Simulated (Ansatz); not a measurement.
A relaxed structure of AlN. Space group Fm-3m (No. 225), rock salt type. Method: PBEsol (plane waves to 420 eV, PAW, scalar-relativistic; Ansatz, a quantum-chemistry and plane-wave program).

```cif
data_AlN
_chemical_formula_sum 'Al1 N1'
_space_group_name_H-M_alt 'P 1'
_space_group_IT_number 1
_cell_length_a 2.86044
_cell_length_b 2.86044
_cell_length_c 2.86044
_cell_angle_alpha 60.000
_cell_angle_beta 60.000
_cell_angle_gamma 60.000
loop_
_space_group_symop_operation_xyz
  'x, y, z'
loop_
_atom_site_label
_atom_site_type_symbol
_atom_site_fract_x
_atom_site_fract_y
_atom_site_fract_z
_atom_site_occupancy
Al1 Al 0.00000 0.00000 0.00000 1
N1 N 0.50000 0.50000 0.50000 1
```

Task: What band gap does PBEsol give?

Result: 4.55 eV, indirect (valence top at Γ, conduction bottom at X) (no spin-orbit coupling).

Task: Predict the smallest direct gap from PBEsol.

Result: 5.63 eV at Γ.

No spin polarisation in the result.

The run could not lose the symmetry of its start; a randomly shaken copy of 4 atoms returns to this structure.

The relaxed structure has the type that AlN is known to take under pressure; here it was relaxed at zero pressure, from a generated start.
